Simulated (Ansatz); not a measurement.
## Equation of state of TiAl

A database entry relaxed whole under r2SCAN (P4/mmm):

```yaml
crystal:
  lattice:
    - [2.81217, 0.00000, 0.00000]
    - [0.00000, 2.81217, 0.00000]
    - [0.00000, 0.00000, 4.06354]
  atoms:
    - { symbol: Ti, position: [0.00000, 0.00000, 0.00000] }
    - { symbol: Al, position: [0.50000, 0.50000, 0.50000] }
```

The cell was scaled uniformly, its shape held, and the atoms relaxed at each volume with plane-wave PAW DFT (Ansatz 0.2.0; r2SCAN, 500 eV, 12×12×8 Γ-centred mesh, fermi-dirac occupations of width 0.100 eV; no spin, no spin-orbit coupling). One row is withheld.

| volume (Å³/atom) | energy over the lowest (meV/atom) | pressure (GPa) |
| --- | --- | --- |
| 15.104 | 23.4 | 8.39 |
| 15.425 | 9.9 | 5.31 |
| 15.747 | 2.3 | 2.52 |
| 16.068 | 0.0 | -0.02 |
| 16.389 | 2.6 | -2.32 |
| 16.711 | ? | ? |
| 17.032 | 20.6 | -6.31 |

**Question.** Fit the pressures of the other rows to the third-order Birch-Murnaghan form.

**Answer.** With f = [(V₀/V)^(2/3) − 1]/2 and P = 3B₀f(1 + 2f)^(5/2)[1 + 3(B₀′ − 4)f/2], least squares gives V₀ = 16.06 Å³ an atom, B₀ = 121 GPa and B₀′ = 3.9; the rows miss the fit by less than 0.01 GPa. The slope of the energies differs from these pressures by 0.10 GPa, since they are taken to zero smearing while pressures follow the free energy.

**Question.** What does the withheld row hold?

**Answer.** The fit gives -4.41 GPa at 16.711 Å³; the run gave -4.41 GPa and 9.6 meV an atom.

Caveats: the shape of the cell was held, so B₀ is an upper bound where the axes differ in stiffness; 0 K, fixed nuclei; the symmetry was kept, and this need not be the phase that is stable at 0 K; one mesh for all volumes; pressure is positive in compression.
